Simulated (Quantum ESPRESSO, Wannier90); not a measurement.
**Wannier functions of TlCl (CsCl type)**

```yaml
crystal:
  lattice:
    - [3.83747, 0.00000, 0.00000]
    - [0.00000, 3.83747, 0.00000]
    - [0.00000, 0.00000, 3.83747]
  atoms:
    - { symbol: Tl, position: [0.00000, 0.00000, 0.00000] }
    - { symbol: Cl, position: [0.50000, 0.50000, 0.50000] }
```

Materials Project entry mp-23167; symmetrised, unrelaxed at this level. COD (Crystallography Open Database) has an entry of this formula and space group (matched by these alone). Method: LDA plane waves in Quantum ESPRESSO 7.5 (PseudoDojo norm-conserving files, 50 Ry, no spin polarisation, no spin-orbit coupling), Bloch states on a 8×8×8 mesh through Γ, Wannier90 4.0.1. Density: 8×8×8 mesh, cold smearing 0.01 Ry. Spin-orbit coupling is left out although heavy elements are present.

Base run: 8 functions from bands 1,7-20 of the 20 computed, start hydrogen-like Tl: s;p; Cl: s;p, centres 0.05 Å off the atoms, frozen window up to 3.38 eV relative to the valence-band maximum, outer window open. Bands 2–6 (Tl 5d 99 %) lie between the kept ones and are excluded. One thing is changed at a time; window edges are relative to the valence-band maximum. The misfit compares interpolated bands with pw.x on a high-symmetry path, for states up to 2.9 eV relative to the valence-band maximum. Converged means that the tolerances were met: symmetric starts can stop on a saddle, which shows as a larger Ω_OD at equal Ω_I and can move the misfit too.

| setting | functions | frozen to (eV) | Ω_I (Å²) | Ω_D (Å²) | Ω_OD (Å²) | rms misfit (meV) | worst (meV) | ended |
|---|---|---|---|---|---|---|---|---|
| base | 8 | 3.38 | 10.51 | 0.00 | 2.54 | 2.9 | 24 | converged |
| frozen window to 2.38 eV | 8 | 2.38 | 10.27 | 0.00 | 2.53 | 15 | 131 | converged |
| frozen window to 7.38 eV | 8 | 7.38 | 13.12 | 0.00 | 2.71 | 2.7 | 22 | converged |
| frozen window to 2.88 eV | 8 | 2.88 | 10.35 | 0.00 | 2.53 | 3.9 | 42 | converged |
| no frozen window | 8 | none | 9.74 | 0.00 | 2.62 | 221 | 731 | converged |
| outer window to 7.20 eV | 8 | 3.38 | – | – | – | – | – | stops: too few bands in the window |
| outer window to 8.50 eV | 8 | 3.38 | 13.16 | 0.00 | 2.71 | 2.6 | 23 | converged |
